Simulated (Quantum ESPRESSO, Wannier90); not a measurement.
## Wannierisation of HgTe (P3₂21)

Structure: Materials Project mp-1071269, symmetrised, not relaxed again. Not found in the COD (Crystallography Open Database) copy used, which has the formula in other groups; not checked further. Level: PBEsol, no spin polarisation, no spin-orbit coupling; pw.x of Quantum ESPRESSO at 66 Ry with PseudoDojo potentials, 4×4×4 k-points, Wannier90. Density: 12×12×4 mesh, Gaussian smearing 0.01 Ry. The cell is built of weakly bound layers, chains or molecules. Database cells relaxed without dispersion often hold them too far apart, which can enlarge gaps and weakens couplings between them; spacing and stacking were not compared with the measured crystal. Spin-orbit coupling is left out although heavy elements are present.

```
begin unit_cell_cart
ang
    4.6629300710    0.0000000000    0.0000000000
   -2.3314650355    4.0382158975    0.0000000000
    0.0000000000    0.0000000000   10.4080000000
end unit_cell_cart
mp_grid = 4 4 4
```

**Question.** Which shells of neighbouring k-points and which b-vectors and weights does Wannier90 pick for this cell and mesh?

**Answer.** 
```
 *---------------------------------- K-MESH ----------------------------------*
 +----------------------------------------------------------------------------+
 |                    Distance to Nearest-Neighbour Shells                    |
 |                    ------------------------------------                    |
 |          Shell             Distance (Ang^-1)          Multiplicity         |
 |          -----             -----------------          ------------         |
 |             1                   0.150922                      2            |
 |             2                   0.301844                      2            |
 |             3                   0.388983                      6            |
 |             4                   0.417235                     12            |
 |             5                   0.452766                      2            |
 |             6                   0.492359                     12            |
 |             7                   0.596913                     12            |
 |             8                   0.603688                      2            |
       ... (lines left out)
 +----------------------------------------------------------------------------+
 | The b-vectors are chosen automatically                                     |
 | The following shells are used:                       1,  3                 |
 +----------------------------------------------------------------------------+
 |                        Shell   # Nearest-Neighbours                        |
 |                        -----   --------------------                        |
 |                          1               2                                 |
 |                          2               6                                 |
 +----------------------------------------------------------------------------+
 | Completeness relation is fully satisfied [Eq. (B1), PRB 56, 12847 (1997)]  |
 +----------------------------------------------------------------------------+
 |                  b_k Vectors (Ang^-1) and Weights (Ang^2)                  |
 |                  ----------------------------------------                  |
 |            No.         b_k(x)      b_k(y)      b_k(z)        w_b           |
 |            ---        --------------------------------     --------        |
 |             1         0.000000    0.000000    0.150922    21.951531        |
 |             2         0.000000    0.000000   -0.150922    21.951531        |
 |             3         0.000000    0.388983    0.000000     2.203018        |
 |             4         0.336869    0.194491    0.000000     2.203018        |
 |             5         0.000000   -0.388983    0.000000     2.203018        |
 |             6         0.336869   -0.194491    0.000000     2.203018        |
 |             7        -0.336869   -0.194491    0.000000     2.203018        |
 |             8        -0.336869    0.194491    0.000000     2.203018        |
```
